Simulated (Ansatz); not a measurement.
Ba₂LaTaO₆:
```
Ba2LaTaO6
1.0
    5.26655     3.04725     0.00000
   -5.26655     3.04725     0.00000
   -3.55190     0.00000     5.04354
Ba La Ta O
2 1 1 6
Cartesian
 -5.28841   3.04725   3.73825
  1.73651   3.04725   1.30529
  0.00000   0.00000   0.00000
 -1.77595   3.04725   2.52177
 -2.84909   4.45515   3.45714
 -0.70281   1.63934   1.58640
 -0.70281   4.45515   1.58640
 -2.84909   1.63934   3.45714
 -3.10132   3.04725   1.02052
 -0.45058   3.04725   4.02302
```

Relaxed with r²SCAN. Special points in fractions of this cell's reciprocal vectors: Γ (0.000, 0.000, 0.000); C (0.375, 0.375, 0.000); C2 (-0.375, 0.625, 0.000); Y2 (-0.500, 0.500, 0.000); M2 (-0.500, 0.500, 0.500); D (-0.252, 0.748, 0.500); D2 (0.252, 0.252, 0.500); A (0.000, 0.000, 0.500); L2 (0.000, 0.500, 0.500); V2 (0.000, 0.500, 0.000).

Q: List the band energies nearest the valence-band maximum at these points for r²SCAN in the plane-wave PAW code Ansatz.

A: In eV from the valence-band maximum; about four levels below and three above (degenerate sets whole), none deeper than 8.9 eV; points with the same levels are listed once.

| k | below | above |
|---|---|---|
| Γ | -0.30 -0.29 -0.27 -0.23 | 4.16 4.32 4.37 |
| C | -0.56 -0.55 -0.20 -0.17 | 4.55 5.42 5.42 |
| Y2 | -0.27 -0.25 -0.19 -0.11 | 4.13 5.50 5.67 |
| M2 | -0.51 -0.41 -0.29 -0.23 | 4.95 5.10 5.30 |
| D | -0.50 -0.36 -0.14 -0.12 | 4.87 5.08 5.55 |
| A | -0.51 -0.49 -0.30 -0.04 | 4.95 4.98 5.23 |
| L2 | -0.30 -0.23 -0.19 -0.06 | 4.28 5.56 5.66 |
| V2 | -0.68 -0.50 -0.31 -0.23 | 4.98 5.11 5.24 |

Space group C2/m. The workflow started from a Materials Project entry (that database holds measured and hypothetical structures alike); the Crystallography Open Database copy checked does not list it. Whether it is the stable phase at ambient conditions was not checked. Symmetry was held in the r²SCAN relaxation; whether a distortion lowers the energy is not shown. No spin polarisation was allowed. Spin–orbit coupling is left out wherever it is not named.

Potentials: the later of the program's two PAW sets.
